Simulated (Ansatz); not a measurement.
ZnS (wurtzite)

```xyz
4
Lattice="3.8061 0.0000 0.0000 -1.9031 3.2962 0.0000 0.0000 0.0000 6.2447" Properties=species:S:1:pos:R:3 pbc="T T T"
Zn     1.9031     1.0987     6.2432
Zn     0.0000     2.1975     3.1208
S      1.9031     1.0987     3.9058
S      0.0000     2.1975     0.7834
```

Grid over V/V₀ and (c/a)/(c/a)₀, subscript 0 meaning the relaxed cell; the conventional c axis lies along z; no internal relaxation.

Computed with r2SCAN (plane waves to 500 eV, PAW, scalar-relativistic; Ansatz, a program for electronic structure). k mesh 10×10×6 (Γ-centred), Fermi-Dirac smearing 0.05 eV. Compression counts positive. As the atoms are clamped, bonds stretch with the cell, which overstates energies and stresses. ZnS was relaxed with its symmetry unable to fall.

Changes of σzz (GPa) from the point V/V₀ = 1.000, (c/a)/(c/a)₀ = 1.000 when one coordinate moves alone (two changes are said to add if the coupling is within 5 % of the smaller one, nearly so within 20 %):

```tsv
point	change
V/V₀ = 1.000, (c/a)/(c/a)₀ = 0.920	10.33
V/V₀ = 1.000, (c/a)/(c/a)₀ = 0.960	4.54
V/V₀ = 0.960, (c/a)/(c/a)₀ = 1.000	3.55
V/V₀ = 0.980, (c/a)/(c/a)₀ = 1.000	1.68
V/V₀ = 1.020, (c/a)/(c/a)₀ = 1.000	-1.51
V/V₀ = 1.040, (c/a)/(c/a)₀ = 1.000	-2.86
V/V₀ = 1.000, (c/a)/(c/a)₀ = 1.040	-3.52
V/V₀ = 1.000, (c/a)/(c/a)₀ = 1.080	-6.21
```

### Question
Do the two effects add at V/V₀ = 0.980, (c/a)/(c/a)₀ = 1.080? Give the computed change.

### Answer
The sum of the single changes is 1.68 + (-6.21) = -4.53; the calculation gives -5.03, so the coupling contributes -0.50 (over 20 % of the smaller single change, not additive).

### Question
Do the two effects add at V/V₀ = 0.980, (c/a)/(c/a)₀ = 1.040? Give the computed change.

### Answer
The sum of the single changes is 1.68 + (-3.52) = -1.84; the calculation gives -2.12, so the coupling contributes -0.28 (under 20 % of the smaller single change, nearly additive).

### Question
What is the change at V/V₀ = 1.040, (c/a)/(c/a)₀ = 1.040, where both move, and how far is it from the sum?

### Answer
The sum of the single changes is -2.86 + (-3.52) = -6.38; the calculation gives -5.89, so the coupling contributes 0.49 (under 20 % of the smaller single change, nearly additive).

(A scan under strain: stresses follow from slopes of the energy per volume, elastic moduli from its curvatures.)
